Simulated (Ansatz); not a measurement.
A geometry of Ni away from equilibrium: step 3 of the relaxation of a relaxed Ni cell, doubled along one cell vector, shaken by Gaussian noise of σ = 0.08 Å a coordinate. Method: r2SCAN (plane waves to 500 eV, PAW, scalar-relativistic; Ansatz, a program for electronic structure). Γ-centred k-mesh 7×14×14 on the run's cell (coarser than for final values), Fermi–Dirac smearing 0.05 eV.

```xyz
2
Lattice="4.5817 0.0107 -0.0040 0.0054 2.3085 0.0002 -0.0020 0.0002 2.3068" Properties=species:S:1:pos:R:3 pbc="T T T"
Ni    -0.0296     0.1146    -0.1509
Ni     2.2643    -0.2105    -0.0349
```
Spin-polarised start, with parallel moments on Ni.

Q: What forces act on the atoms (eV/Å)?

A: 
| atom | Fx | Fy | Fz |
|---|---|---|---|
| Ni1 | 0.02 | 0.46 | -0.16 |
| Ni2 | -0.02 | -0.46 | 0.16 |

Q: What is the pressure?

A: -0.9 GPa, compression positive.

Q: How much energy per atom can still be gained by relaxing?

A: 0.74 eV/atom; the path ends in Fm-3m (No. 225) (fcc (Cu type)).

Spin state reached: ferromagnetic (net 0.74 μB/atom), from parallel starting moments; other spin orders were not run from this start. r2SCAN tends to overstate moments in metals.

The run could not lose the symmetry of its start.

Of the parent cell (Pm-3m (No. 221)): it is a generated cell of Ni: the first start was made by placing the elements on the sites of a structure type, and the end was not matched to a known phase here, so it may be hypothetical. Known forms of Ni include space group No. 225.
